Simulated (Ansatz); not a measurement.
Starting cell, BN (wurtzite):

```xyz
8
Lattice="5.0879 0.0000 0.0000 -1.2720 2.2031 0.0000 2.5440 0.0000 4.2077" Properties=species:S:1:pos:R:3 pbc="T T T"
B      6.3599     0.7344     4.2073
B      3.8160     0.7344     4.2073
B      5.0879     1.4688     2.1034
B      2.5440     1.4688     2.1034
N      1.2720     0.7344     2.6311
N      3.8160     0.7344     2.6311
N      0.0000     1.4688     0.5272
N      2.5440     1.4688     0.5272
```

The atoms are displaced by Q × the pattern below (from a DFPT mode at L = (0.5, 0.0, 0.5), largest move 1; Q in Å), at fixed cell. It is one choice among 2 degenerate patterns. (q is in reciprocal vectors of the primitive cell; the cell shown is doubled to hold the pattern.)

```json
[
 {"atom": "B1", "x": "0.500", "y": "-0.866", "z": "0.000"},
 {"atom": "B2", "x": "-0.500", "y": "0.866", "z": "0.000"},
 {"atom": "B3", "x": "0.263", "y": "-0.455", "z": "0.000"},
 {"atom": "B4", "x": "-0.263", "y": "0.455", "z": "0.000"},
 {"atom": "N5", "x": "-0.364", "y": "0.630", "z": "0.000"},
 {"atom": "N6", "x": "0.364", "y": "-0.630", "z": "0.000"},
 {"atom": "N7", "x": "0.259", "y": "-0.448", "z": "0.000"},
 {"atom": "N8", "x": "-0.259", "y": "0.448", "z": "0.000"}
]
```

Level of theory: r2SCAN (plane waves to 500 eV, PAW, scalar-relativistic; Ansatz, a quantum-chemistry and plane-wave program). k mesh 15×15×15 (Γ-centred), Fermi-Dirac smearing 0.05 eV. E stands for the smeared free energy. BN was relaxed with its symmetry unable to fall. The zero of ΔE is the undisplaced structure.

### Question
Predict the ΔE (meV/cell) and −dE/dQ from forces (eV/Å) at Q (Å) = -0.187, -0.140, -0.047, 0.047, 0.187.

### Answer
```json
[
 {"Q (Å)": "-0.187", "ΔE (meV/cell)": "2892", "−dE/dQ from forces (eV/Å)": "31.445"},
 {"Q (Å)": "-0.140", "ΔE (meV/cell)": "1615", "−dE/dQ from forces (eV/Å)": "23.288"},
 {"Q (Å)": "-0.047", "ΔE (meV/cell)": "178", "−dE/dQ from forces (eV/Å)": "7.636"},
 {"Q (Å)": "0.047", "ΔE (meV/cell)": "178", "−dE/dQ from forces (eV/Å)": "-7.636"},
 {"Q (Å)": "0.187", "ΔE (meV/cell)": "2892", "−dE/dQ from forces (eV/Å)": "-31.445"}
]
```

(A displaced cell: forces are minus the slopes of the energy, force constants its curvatures, and phonons follow from these.)
